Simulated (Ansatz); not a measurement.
Given:

ZrSi:
Space group Fm-3m (No. 225); a = b = c = 5.3966 Å, α = β = γ = 90.00°

```csv
atom,site,symmetry,x,y,z
Si,4a,m-3m,0.0000,0.0000,0.0000
Zr,4b,m-3m,0.5000,0.5000,0.5000
```
(The calculation used a cell of 2 atoms; values per cell refer to that cell.)

This is the PBE-relaxed structure.

### Question
All from PBE in the plane-wave PAW code Ansatz, unless another level is named. Estimate the electronic character.

### Answer
metallic (no gap).

### Question
Give the density of states at the Fermi level.

### Answer
0.22 states/eV per atom (mean over ±0.08 eV).

### Question
Give the formation energy from the elements (no fitted shifts).

### Answer
-68 kJ/mol of atoms.

The cell is a constructed one: a structure type filled with these elements; neither database checked (COD, Materials Project) lists it. COD files the formula under space group No. 62, 63, so this cell is another polymorph or a model. Whether it is the stable phase at ambient conditions was not checked. The cell was relaxed with PBE under the symmetry of its start; whether a distortion lowers the energy is not shown. No spin polarisation was allowed. The references are the lowest solids computed at this level, not always the standard phases. Spin–orbit coupling is left out wherever it is not named.

Potentials: the later of the program's two PAW sets.
